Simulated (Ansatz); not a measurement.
A relaxed cell of Ni (Fm-3m (No. 225)), relaxed on a k-mesh at least as fine as the one used below. Method: r2SCAN (plane waves to 500 eV, PAW, scalar-relativistic; Ansatz, a first-principles code). Γ-centred k-mesh 16×16×8 on the run's cell (coarser than for final values), Fermi–Dirac smearing 0.05 eV.

```
CELL_PARAMETERS angstrom
      0.00000     1.73906     1.73906
      1.73906     0.00000     1.73906
      3.47813     3.47813     0.00000
ATOMIC_POSITIONS crystal
  Ni 0.50000 0.50000 0.25000
  Ni 0.50000 0.50000 0.75000
```
Spin-polarised start, with parallel moments on Ni.

The atoms are displaced by (Å):

| atom | ux | uy | uz |
|---|---|---|---|
| Ni1 | 0.007 | -0.234 | -0.014 |
| Ni2 | -0.060 | -0.123 | 0.165 |

**Question.** What forces (eV/Å) and pressure result?

**Answer.** 
```json
[
 {"atom": "Ni1", "Fx": "-0.57", "Fy": "-0.05", "Fz": "0.84"},
 {"atom": "Ni2", "Fx": "0.57", "Fy": "0.05", "Fz": "-0.84"}
]
```

Pressure +2.2 GPa.

**Question.** Estimate the energy cost of the displacement in the harmonic approximation and compare with the calculation.

**Answer.** For a harmonic well ΔE = −½ Σ F·u = 0.092 eV a cell, or 46 meV/atom. The calculated energy relative to the undisplaced cell is +0.05 eV/atom, so the harmonic estimate holds well.

Spin state reached: ferromagnetic (net 0.74 μB/atom), from parallel starting moments; other spin orders were not run from this start. r2SCAN tends to overstate moments in metals.

The run that gave the undisplaced cell could not lose the symmetry of its start; a randomly shaken copy of 2 atoms returns to this structure.
